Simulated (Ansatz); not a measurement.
# Notes on CaIrO3

```
O Ir Ca
1.0
     1.57377    4.93147    0.00000
     1.57377   -4.93147    0.00000
     0.00000    0.00000   -7.29888
O Ir Ca
6 2 2
Direct
  0.62960 0.37040 0.94470
  0.37040 0.62960 0.44470
  0.37040 0.62960 0.05530
  0.62960 0.37040 0.55530
  0.93310 0.06690 0.75000
  0.06690 0.93310 0.25000
  0.00000 0.00000 0.00000
  0.00000 0.00000 0.50000
  0.24980 0.75020 0.75000
  0.75020 0.24980 0.25000
```

Method: r2SCAN, no spin polarisation; PAW, plane waves to 500 eV, 9×9×4 Γ-centred mesh, gaussian occupations (width 0.1148 eV) (Ansatz 0.2.0), atoms fixed.

(1) Is it stable against the elements?

(2) Which atom feels the largest force, and which way?

(3) How is the charge shared?

(4) Describe some of the short contacts.

(5) Metal or insulator?

(6) Is the cell too large or too small?

Origin: a database entry at a rescaled volume. Caveats: many states at the Fermi level without spin polarisation, so a magnetic state may lie lower; correlation that this level lacks may open a gap in such a compound.

Results:

(1) -1.88 eV an atom against the elements' usual phases (free molecules for gases, crystals otherwise, with no correction for O₂ or N₂), so it is bound against them; other compounds may still compete. Relaxing would lower it.

(2) The largest is on O1 (and as large on other atoms): 0.69 eV/Å, components (0.00, -0.35, -0.59). It makes 61° with the line to a nearest neighbour, Ir7 at 2.07 Å.

(3) Bader charges in e: Ca +1.60, Ir +1.69, O -1.12 to -1.05. In the mean Ir gives up most and O takes most.

(4) O–Ir at 1.94 Å: least valence density 0.97 e/Å³ and ELF 0.23 there. Ca–O at 2.40 Å: least valence density 0.24 e/Å³ and ELF 0.07 there. Both are smooth PAW fields, read partly inside the augmentation spheres.

(5) It is a metal, with about 5.6 states/eV a cell as the mean within 0.25 eV of the Fermi level, mostly Ir d (55 %) and O p (41 %).

(6) The pressure is -1.8 GPa (compression positive), so with the atoms held at these fractions the cell would first shrink. The principal stresses -3.3, -1.6, -0.6 GPa differ, so its shape would change too.
